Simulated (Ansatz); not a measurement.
LuSb (rock salt, Fm-3m) at seven volumes, r²SCAN (plane waves, PAW; program Ansatz), scaled uniformly. One row is withheld.

```json
[
 {"V (Å³/atom)": "25.485", "P (GPa)": "7.64"},
 {"V (Å³/atom)": "26.325", "P (GPa)": "4.71"},
 {"V (Å³/atom)": "27.166", "P (GPa)": "2.18"},
 {"V (Å³/atom)": "28.006", "P (GPa)": "0.00"},
 {"V (Å³/atom)": "28.846", "P (GPa)": "-1.85"},
 {"V (Å³/atom)": "29.686", "P (GPa)": "?"},
 {"V (Å³/atom)": "30.526", "P (GPa)": "-4.78"}
]
```

Question: Fit the shown pressures and predict the withheld one.

Answer: P = (3/2)B₀(x^(7/2) − x^(5/2))[1 + (3/4)(B′ − 4)(x − 1)] with x = (V₀/V)^(2/3). Least squares on the six rows gives V₀ = 28.011 Å³/atom, B₀ = 66.5 GPa, B′ = 4.15. At V = 29.686, x = 0.9620 and P = -3.42 GPa. The run itself gave -3.41 GPa.

The first step of the workflow began from a Materials Project structure, measured or hypothetical; the Crystallography Open Database copy checked does not list it. Whether it is the stable phase at ambient conditions was not checked. The cell was relaxed with r²SCAN under the symmetry of its start; of distortions, only those at the zone centre were tested. Scalar-relativistic: spin–orbit coupling is off unless named, which matters more the heavier the elements.

Potentials: the later of the program's two PAW sets.
